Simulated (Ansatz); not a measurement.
Calculated with Ansatz: LaNiF$_{6}$, settings compared

Run with:

```bash
ansatz run input.yaml --threads 1 --pin off --max-ram 2560MiB --backend cpu --events-out ev --progress --plain --runs-dir out
```

input.yaml:

```yaml
crystal:
  lattice:
    - [3.573241, 2.063014, 2.241403]
    - [-3.573241, 2.063014, 2.241403]
    - [0.0, -4.126027, 2.241403]
  atoms:
    - { symbol: La, position: [0.5, 0.5, 0.5] }
    - { symbol: Ni, position: [0.0, 0.0, 0.0] }
    - { symbol: F, position: [0.276, 0.916, 0.276] }
    - { symbol: F, position: [0.276, 0.276, 0.916] }
    - { symbol: F, position: [0.916, 0.276, 0.276] }
    - { symbol: F, position: [0.724, 0.084, 0.724] }
    - { symbol: F, position: [0.084, 0.724, 0.724] }
    - { symbol: F, position: [0.724, 0.724, 0.084] }
  symmetry: { tolerance: 0.0003 }
kpoints:
  mp_grid: { grid: [4, 4, 4], shift: [0, 0, 0] }
magnetization:
  spin_polarized: false
scf:
  occupations: { method: fermi_dirac }
hamiltonian:
  pseudopotentials: { kind: paw }
  xc: r2scan
basis:
  ecutwfc: 500
output:
  forces: true
  stress: true
  eigenvalues: true
```

Origin of the cell: a known structure type with other elements, at an estimated volume, so it need not be a known compound.

The smearing width isn't typed, so it takes its default of 0.1 eV.

Output of this run (shortened):

```
SCF iter   1: F=—  HF=-16975.517364 eV  Δρ=1.45e-2  dr2=2.21e-1  dr2_τ=2.42e-1
SCF iter   2: F=—  HF=-16975.609008 eV  Δρ=8.79e-3  dr2=3.03e-2  dr2_τ=6.88e-3
SCF iter   3: F=—  HF=-16975.604825 eV  Δρ=3.84e-3  dr2=8.40e-3  dr2_τ=4.35e-4
SCF iter   4: F=—  HF=-16975.602205 eV  Δρ=1.04e-3  dr2=8.06e-4  dr2_τ=3.78e-5
SCF iter   5: F=—  HF=-16975.602052 eV  Δρ=4.44e-4  dr2=1.39e-4  dr2_τ=5.34e-6
SCF iter   6: F=—  HF=-16975.602059 eV  Δρ=4.30e-4  dr2=1.29e-4  dr2_τ=7.76e-7
SCF iter   7: F=—  HF=-16975.602033 eV  Δρ=2.67e-4  dr2=5.24e-5  dr2_τ=5.82e-7
SCF iter   8: F=—  HF=-16975.602029 eV  Δρ=5.24e-5  dr2=2.04e-6  dr2_τ=1.43e-7
SCF iter   9: F=-16975.602029 eV  HF=-16975.602029 eV  Δρ=7.47e-6  dr2=2.62e-8  dr2_τ=5.73e-9
SCF 1 converged in 9 iterations: F = -16975.602029 eV  dr2 = 2.62e-8
SCF converged after 9 iterations
Free energy (F): -16975.602029 eV
Harris-Foulkes:  -16975.602029 eV  (|F-HF|=3.71e-8)
Internal energy: -16975.414738 eV  (E = F + TS)
E sigma→0 (E₀):  -16975.508383 eV
Entropy (-TS):   -0.187291 eV (-23.411 meV/atom)
Fermi energy:    7.666827 eV
--- Per-component energies (eV) ---
  E_band       = -752.853614
  E_kinetic    = 1707.126066
  E_local      = -9231.841984  (includes V_loc(G=0)·N_el)
  E_nonlocal   = 1167.040770
  E_hartree    = 3764.678158
  E_xc         = -684.223875
  E_vxc        = -969.528805  (∫ρ·V_xc dr)
  E_paw        = -8290.655412  (= ΣΔE_a)
  E_vpaw       = -1021.655177  (= ΣTr[D̂ρ^β])
  E_aug_tail   = 0.006033  (compensation charges beyond the density's cutoff)
  E_vtau       = 66.642318  (kinetic-family band-sum trace: ∫τ·v_τ [+ j·A + Jᵃ·Aᵃ] dr)
  E_ewald      = -5407.124589
  E_core_change = -0.419905  (= ΣΔE_core)
  E_smearing   = -0.187291  (= −TS)
  Σ components = -16975.602029   (vs F -16975.602029, Δ=0.00e0)
--- Forces (eV/Å), atoms counted from 1 ---
  atom   1  La     0.000000     0.000000    -0.000000
[… 2 lines left out …]
  atom   4  F     -0.000000     0.478670     1.032770
  atom   5  F     -0.414541    -0.239335     1.032770
  atom   6  F     -0.414541     0.239335    -1.032770
  atom   7  F      0.414541     0.239335    -1.032770
  atom   8  F      0.000000    -0.478670    -1.032770
  max |Σ_I F_I| component: 5.55e-17 eV/Å
--- Stress (GPa, compression-positive) ---
       -3.524498      -0.000000      -0.000000
       -0.000000      -3.524498       0.000000
        0.000000       0.000000       0.169249
  P = ⅓ Tr σ = -2.2932 GPa (-22.932 kbar)
```

The same input was run again with these changes:

1. `scf.occupations.width` default → 0.025; `basis.ecutrho_ratio` default → 9
2. `scf.n_extra_bands` default → 2; `kpoints.mp_grid.grid` [4, 4, 4] → [3, 3, 3]
3. `hamiltonian.pseudopotentials` { kind: paw } → { kind: paw, source: jth }; `kpoints.mp_grid.grid` [4, 4, 4] → [1, 1, 1]
4. `basis.ecutrho_ratio` default → 4; `accuracy` default → high; `scf.occupations.method` fermi_dirac → tetrahedron

```tsv
run	end	SCF iterations	P (GPa)	max force component (eV/Å)	moment (μB)	ΔE(σ→0) (meV/atom)
base	converged	9	-2.29	1.033	–	0
1	converged	10	-2.41	1.052	–	3.13
2	converged	9	-2.31	1.038	–	-0.57
3	converged	15	-2.80	0.610	–	–
4	converged	13	-2.41	1.054	–	2.94
```

Energies are compared only where functional, datasets, charge and starting cell are the same.

Not properties of the system: run 3 (too coarse or loose: `kpoints.mp_grid.grid` = [1, 1, 1]).

Caveats of the base run: no spin polarisation, so a magnetic state may lie lower; no spin-orbit coupling, though heavy elements are present; the k mesh is coarse if the cell is a metal.

Run 3: the cutoff lies below the datasets' advice.
Run 4: forces and stress under tetrahedra may miss the slope of the energy.

The base run ran for 6.3 s of wall time on 1 CPU thread(s) of a shared host, from the program's own first density.
